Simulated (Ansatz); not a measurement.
Relaxed-ion elastic tensor of FeS2 in space group Pnnm (No. 58; Fe on 2a, S on 4g) in GPa (Voigt order), PBEsol in the plane-wave PAW code Ansatz; density 5.11 g/cm³, 12.98 Å³ per atom.

```
 317  46.8   127   0.0   0.0   0.0
46.8   451  52.9   0.0   0.0   0.0
 127  52.9   342   0.0   0.0   0.0
 0.0   0.0   0.0   103   0.0   0.0
 0.0   0.0   0.0   0.0   163   0.0
 0.0   0.0   0.0   0.0   0.0   163
```

### Question
Is the crystal mechanically stable?

### Answer
Yes: the smallest eigenvalue of C is 103 GPa.

### Question
Work out the Voigt, Reuss and Hill averages.

### Answer
K_V = 174, K_R = 173, K_H = 173; G_V = 145, G_R = 135, G_H = 140 GPa.

### Question
Give Young's modulus, Poisson's ratio, Pugh's ratio and the universal anisotropy index.

### Answer
E = 9KG/(3K + G) = 331 GPa; ν = 0.18; K/G = 1.24 (brittle by the Pugh limit of 1.75); A_U = 5G_V/G_R + K_V/K_R − 6 = 0.36.

### Question
Estimate the sound speeds and the Debye temperature.

### Answer
v_l = √((K + 4G/3)/ρ) = 8390 m/s, v_t = √(G/ρ) = 5230 m/s, mean 5770 m/s; Θ = (h/k)(3n/4πV)^(1/3) v_m = 730 K.

### Question
How much does each axis shrink under pressure?

### Answer
Linear compressibilities β_i = Σ_j S_ij (j = 1 to 3): x 2.2, y 1.8, z 1.9 per TPa.

The PBEsol relaxation kept the symmetry of its start. The workflow began spin-polarised and lost its moments.

Potentials: the later of the program's two PAW sets.
